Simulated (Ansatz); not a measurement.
Collinear states of TiCl₂

Method: Ansatz 0.2.0, DFT r2SCAN+U, scalar-relativistic, plane waves, PAW.

```
Ti Cl
1.0
     0.00000    3.21355    3.21355
     3.21355    0.00000    3.21355
     3.21355    3.21355    0.00000
Ti Cl
1 2
Direct
  0.00000 0.00000 0.00000
  0.25000 0.25000 0.25000
  0.75000 0.75000 0.75000
```

The plane-wave cutoff is 500 eV, the Γ-centred k-mesh is 6×6×6 and the occupation rule is Gaussian smearing, 0.02 eV. The U_eff on Löwdin-orthogonalised atomic d orbitals is Ti 4 eV, the list of starting moments (μB, in atom order) is 1 0 0 and the check for lower electronic states after the SCF is on.

Each order was relaxed in cell and atoms. A propagation vector, in units of the reciprocal vectors, doubles the cell, which takes an equally dense mesh. Site moments are spin moments in atom-centred spheres that scale with the neighbour distance. The states are those that the runs reached from these starts; a lower one can exist.

Problem. Starts tried: no spin; ferromagnetic; antiferromagnetic, doubled cell, propagation vector (0, 0, 1/2). Which state comes out lowest, and what are the moments?

Solution. The lowest state is ferromagnetic, reached from the start “ferromagnetic”, with site moments (μB) Ti +1.71. The next state lies only 2.34 meV/atom higher, which mesh, smearing and relaxation can turn, so the order isn't settled.

| start | ends | energy above lowest (meV/atom) | site moments (μB) | gap on mesh (eV) | volume (Å³/atom) |
| --- | --- | --- | --- | --- | --- |
| no spin | non-magnetic | 1151 | none over 0.05 | metal | 20.86 |
| ferromagnetic | ferromagnetic | 0.00 | Ti +1.71 | 5.00 | 22.12 |
| antiferromagnetic, doubled cell, propagation vector (0, 0, 1/2) | antiferromagnetic | 2.34 | Ti +1.71, Ti -1.71 | 5.34 | 22.15 |

Cost: 3 runs of about 2.2 core-minutes in all, on Intel Xeon Platinum 8488C (Sapphire Rapids) (shared hosts).